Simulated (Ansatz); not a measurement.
# A plane-wave run on CsIO

Input file of Ansatz 0.2.0:

```yaml
crystal:
  lattice:
    - [4.378253, 0.0, 0.0]
    - [0.0, 4.378253, 0.0]
    - [0.0, 0.0, 10.046731]
  atoms:
    - { symbol: I, position: [0.25, 0.25, 0.649] }
    - { symbol: I, position: [0.75, 0.75, 0.351] }
    - { symbol: Cs, position: [0.25, 0.25, 0.206] }
    - { symbol: Cs, position: [0.75, 0.75, 0.794] }
    - { symbol: O, position: [0.75, 0.25, 0.0] }
    - { symbol: O, position: [0.25, 0.75, 0.0] }
  symmetry: { tolerance: 0.0003 }
kpoints:
  mp_grid: { grid: [8, 8, 4], shift: [0, 0, 0] }
  band_path:
    path:
      - [0.0, 0.0, 0.0]
      - [0.0, 0.5, 0.0]
      - [0.5, 0.5, 0.0]
      - [0.0, 0.0, 0.0]
      - [0.0, 0.0, 0.5]
      - [0.0, 0.5, 0.5]
      - [0.5, 0.5, 0.5]
      - [0.0, 0.0, 0.5]
      - [0.0, 0.5, 0.0]
      - [0.0, 0.5, 0.5]
      - [0.5, 0.5, 0.0]
    npoints: 6
magnetization:
  spin_polarized: false
scf:
  occupations: { method: fermi_dirac }
  lower_state_search: "off"
  max_iter: 200
hamiltonian:
  pseudopotentials: { kind: paw }
  xc: lda
basis:
  ecutwfc: 420
  fft_grid_basis: typed
output:
  forces: true
  stress: true
  eigenvalues: true
  bader: true
  populations: true
  elf: true
  write_potential: true
  volumetric_format: npy
  dos:
    e_range: [-12, 8]
    de: 0.05
    projected: { site_lists: { Cs: [Cs], I: [I], O: [O] } }
  write_density: true
checkpoint:
  read: saved_state
```

Run as

```sh
ansatz run input.yaml --threads 1 --pin off --max-ram 2560MiB --backend cpu --events-out ev --progress --plain --runs-dir out
```

The saved state is an earlier solution for the same cell, perhaps on another mesh. 

Excerpt of what it printed:

```
Pseudopotentials: kind: paw
Pseudopotential: I, paw, valence charge 17, recommended cutoff 420 eV (normal), I.paw.azcp
Pseudopotential: Cs, paw, valence charge 9, recommended cutoff 420 eV (normal), Cs.paw.azcp
Pseudopotential: O, paw, valence charge 6, recommended cutoff 420 eV (normal), O.paw.azcp
Functional definition: SPW92
  exchange = slater_x
  correlation = pw_c
Crystal: 6 atoms, lattice volume = 192.587 Å³
Basis set: ecut = 420 eV, 3809 PW (Γ)
Bands: 39, of which v1, the nominal top of the filled ones, is band 32 counted from 1 (31 counted from 0)
Symmetry: 16 space group operations
Space group: P4/nmm (ITA 129), of the structure as read, at distance tolerance 1.7e-3 Å
k-points: 45 of 256
Initial density: read from a saved state, or passed on in memory by an earlier SCF of this step, an earlier step, the calling program or the single point that the run made first
Functional: x = slater, c = lda
SCF iter   1: F=—  Δρ=1.71e-3  dr2=6.19e-3
SCF iter   2: F=—  Δρ=1.64e-3  dr2=1.66e-3
SCF iter   3: F=—  Δρ=1.63e-4  dr2=1.27e-4
SCF iter   4: F=—  Δρ=5.34e-5  dr2=1.83e-5
SCF iter   5: F=—  Δρ=3.41e-5  dr2=4.15e-6
SCF iter   6: F=—  Δρ=1.76e-5  dr2=7.82e-7
SCF iter   7: F=-26826.1528 eV  Δρ=5.60e-6  dr2=7.86e-8
Free energy (F): -26826.1528 eV
Harris-Foulkes:  -26826.1528 eV  (|F-HF|=7.11e-8)
Internal energy: -26825.6773 eV  (E = F + TS)
E sigma→0 (E₀):  -26825.9151 eV
Entropy (-TS):   -0.4755 eV (-79.247 meV/atom)
Fermi energy:    3.4964 eV
--- Per-component energies (eV) ---
  E_band       = -909.4094
  E_kinetic    = 1001.2251
  E_local      = -5293.5432  (includes V_loc(G=0)·N_el)
  E_nonlocal   = -5.2233
  E_hartree    = 2515.5617
  E_xc         = -740.4577
  E_vxc        = -690.6587  (∫ρ·V_xc dr)
  E_paw        = -19414.8647  (= ΣΔE_a)
  E_vpaw       = -952.3405  (= ΣTr[D̂ρ^β])
  E_aug_tail   = 0.0047  (compensation charges beyond the density's cutoff)
  E_ewald      = -4890.6773
  E_core_change = 2.2974  (= ΣΔE_core)
  E_smearing   = -0.4755  (= −TS)
--- Forces (eV/Å), atoms counted from 1 ---
  atom   1  I      0.0000     0.0000    -0.9092
  atom   2  I      0.0000     0.0000     0.9092
  atom   3  Cs     0.0000     0.0000    -1.3973
  atom   4  Cs     0.0000     0.0000     1.3973
  atom   5  O      0.0000     0.0000     0.0000
  atom   6  O      0.0000     0.0000     0.0000
--- Stress (GPa, compression-positive) ---
        0.7497       0.0000       0.0000
        0.0000       0.7497       0.0000
        0.0000       0.0000      -2.5910
  P = ⅓ Tr σ = -0.3639 GPa (-3.639 kbar)
--- Löwdin populations: 6 sites ---
  site symbol       q [e]
     0      I     17.2153
     1      I     17.2153
     2     Cs      8.1740
     3     Cs      8.1740
     4      O      6.4835
     5      O      6.4835
  spilling = 0.0040 (of n_electrons = 64.0000)
--- Bader charges: 6 sites ---
  site symbol  charge [e]  shift [e]
     0      I     -0.2735     0.0000
     1      I     -0.2735     0.0000
     2     Cs      0.7930     0.0000
     3     Cs      0.7930     0.0000
     4      O     -0.5195     0.0000
     5      O     -0.5195     0.0000
```

Origin: a known structure type with other elements, at an estimated volume, so it need not be a known compound. Caveats: many states at the Fermi level without spin polarisation, so a magnetic state may lie lower.
